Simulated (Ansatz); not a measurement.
# Bi2S3, one structure, two calculations

Cell: a structure deposited in the COD (listed for 3.5 GPa) whose atoms were relaxed with PBE, the cell held.

Space group Pnma (No. 62); a = 10.9070, b = 3.9191, c = 10.8220 Å.

```
site  Wyckoff  site symmetry       x       y       z
 Bi1       4c            .m.  0.9991  0.2500  0.6761
 Bi5       4c            .m.  0.3281  0.2500  0.4701
  S9       4c            .m.  0.0510  0.2500  0.1295
 S13       4c            .m.  0.3764  0.2500  0.0578
 S17       4c            .m.  0.2212  0.2500  0.8013
```

One atom of each set is listed.

First run. Level of theory: DFT, PBE, plane waves and PAW, scalar-relativistic, 420 eV cutoff, Γ-centred 3×7×3 k-points, Fermi–Dirac smearing 0.02 eV (Ansatz 0.2.0).

| site | V_zz (10²¹ V/m²) | η |
| --- | --- | --- |
| Bi1 | 0.43 | 0.98 |
| Bi5 | -12.71 | 0.13 |
| S9 | -2.68 | 0.63 |
| S13 | -6.56 | 0.07 |
| S17 | 1.12 | 0.99 |

Second run. The same atoms and settings, except that the functional is r2SCAN and the cutoff is 500 eV.

Problem. What does the second run give?

Solution. 

```csv
site,V_zz,η,change of V_zz
Bi1,0.58,0.13,+0.15
Bi5,-14.57,0.11,-1.86
S9,-2.79,0.75,-0.11
S13,-6.61,0.06,-0.05
S17,1.43,0.77,+0.31
```

The largest change of V_zz is on Bi5, from -12.71 to -14.57. In per cent, |V_zz| changes by +15 on Bi, +1 to +28 on S (all sites that start above 0.5). Where |V_zz| stays above 0.1 and the axes keep their order, η moves most on S17, from 0.99 to 0.77. On Bi1 V_xx and V_yy change places (or their axes turn by over 50°), so the two values of η hide a larger change.

For the first run: At this cell the PBE pressure is 5 GPa, so with PBE the cell would grow if it were relaxed. Spin–orbit coupling is left out, which shifts gradients on Bi by a few per cent in wide-gap crystals, and can shift them far more where the calculated gap is small or absent, as here.
For the second run: Spin–orbit coupling is left out, which shifts gradients on Bi by a few per cent, and by more where contributions nearly cancel.
